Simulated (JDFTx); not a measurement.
Input for JDFTx (a modified build): diethyl ether, C4H10O (SMILES CCOCC), charge 0, multiplicity 1, linear PCM (GLSSA13), dichloromethane, no salt; lengths in bohr, energies in hartree. This linear run has a cavity as tight as the nonlinear model's, a pairing that the parameters may not suit. The run starts from orbitals saved by an earlier run of the same system.

```
lattice \
  25.9837342136 0.0000000000 0.0000000000 \
  0.0000000000 19.8421243086 0.0000000000 \
  0.0000000000 0.0000000000 19.3696927774
coords-type Cartesian
ion C -4.5204897662 -0.3622408505 -0.5320607640 0
ion C -1.8445429446 -0.5330380669 0.5013539773 0
ion O -0.2382135150 0.8794736661 -1.0919252890 0
ion C 2.2494418193 1.1800242119 -0.2001310317 0
ion C 3.8569152438 -1.2151640896 -0.3478003704 0
ion H -5.1197253662 1.6001252811 -0.6007944903 0
ion H -4.5785890253 -1.1271843486 -2.4360858670 0
ion H -5.8068619195 -1.4241165757 0.6652253998 0
ion H -1.7662886448 0.2351209331 2.4360858670 0
ion H -1.2443873673 -2.5218149109 0.5744419795 0
ion H 2.2224375126 1.8859172635 1.7585165669 0
ion H 3.0664277845 2.6383770055 -1.4148548860 0
ion H 5.8068619195 -0.7601751691 0.1066882636 0
ion H 3.7769071352 -1.9909969771 -2.2483684623 0
ion H 3.1934508430 -2.6383770055 0.9774698768 0
ion-species pseudo/c_pbe_v1.2.upf
ion-species pseudo/o_pbe_v1.2.upf
ion-species pseudo/h_pbe_v1.4.upf
elec-cutoff 20 100
elec-ex-corr gga-PBE
symmetries none
elec-n-bands 16
electronic-minimize nIterations 150 energyDiffThreshold 1e-7
fluid LinearPCM
pcm-variant GLSSA13
fluid-solvent CH2Cl2
fluid-minimize nIterations 400 knormThreshold 1e-11
wavefunction read s0.wfns 19
dump-name s7.$VAR
dump End State Ecomponents EigStats BandEigs Forces ElecDensity IonicPositions FluidDebug
```

The log closes as follows.

```
[...]
ElecMinimize: Iter:   7  Etot: -44.836378885876726  |grad|_K:  2.889e-07  alpha:  1.067e+00  linmin: -1.587e-03
ElecMinimize: Iter:   8  Etot: -44.836378949425196  |grad|_K:  1.571e-07  alpha:  1.114e+00  linmin: -1.566e-03
ElecMinimize: Iter:   9  Etot: -44.836378968026359  |grad|_K:  9.019e-08  alpha:  1.103e+00  linmin: -7.310e-03
ElecMinimize: Converged (|Delta Etot|<1.000000e-07 for 2 iters).

# Ionic positions in cartesian coordinates:
ion C  -4.520489766200001  -0.362240850500000  -0.532060764000000 0
ion C  -1.844542944600000  -0.533038066900000   0.501353977300000 0
ion C   2.249441819300000   1.180024211900000  -0.200131031700000 0
ion C   3.856915243800001  -1.215164089600000  -0.347800370400000 0
ion O  -0.238213515000000   0.879473666100000  -1.091925289000000 0
ion H  -5.119725366200001   1.600125281100000  -0.600794490300000 0
ion H  -4.578589025300001  -1.127184348600000  -2.436085867000000 0
ion H  -5.806861919500001  -1.424116575700000   0.665225399800000 0
ion H  -1.766288644800000   0.235120933100000   2.436085867000000 0
ion H  -1.244387367300000  -2.521814910900000   0.574441979500000 0
ion H   2.222437512600000   1.885917263500000   1.758516566900000 0
ion H   3.066427784500001   2.638377005500000  -1.414854886000000 0
ion H   5.806861919500001  -0.760175169100000   0.106688263600000 0
ion H   3.776907135200001  -1.990996977100000  -2.248368462300000 0
ion H   3.193450843000000  -2.638377005500000   0.977469876800000 0

# Forces in Cartesian coordinates:
force C   0.012535189010142  -0.000145506563570   0.004147731968965 0
force C  -0.009760259679703  -0.002631439333573   0.000654133223571 0
force C   0.010813223334157  -0.005531117880943   0.001522029522730 0
force C  -0.008694362366143   0.008705813438503   0.001035553566274 0
force O  -0.007527507374935   0.005207282536014  -0.012167475715982 0
force H  -0.004485787781313   0.009638827056208   0.000035423984680 0
force H  -0.001902011371996  -0.004544134166856  -0.009601425460565 0
force H  -0.006822918814906  -0.005044958469279   0.005171660834939 0
force H   0.000807790394139   0.001456584147342   0.005634398257963 0
force H   0.001856900415273  -0.005533236701776   0.001483395933411 0
force H   0.000069950806918   0.003255599224781   0.005215042478274 0
force H   0.004026942901667   0.005451245506111  -0.002173083172730 0
force H   0.010112021212828   0.001587966897818   0.002417301934455 0
force H   0.000897693579728  -0.004319432751372  -0.009388670832480 0
force H  -0.001903867984195  -0.007393099377094   0.006002772985976 0

# Energy components:
   A_diel =       -0.0075545218278611
   Eewald =       47.5953919328935129
       EH =       82.7222615915306108
     Eloc =     -191.5031767017490552
      Enl =        5.1423812516610221
      Exc =      -14.5331430995040662
 Exc_core =        0.1997496546154364
       KE =       25.5477109243540568
-------------------------------------
     Etot =      -44.8363789680263594
```

The run took 10 electronic cycles (a count that differs between repeats, as do the digits past 10⁻⁶ Ha); the total lies -0.19 eV from the vacuum run at this geometry.
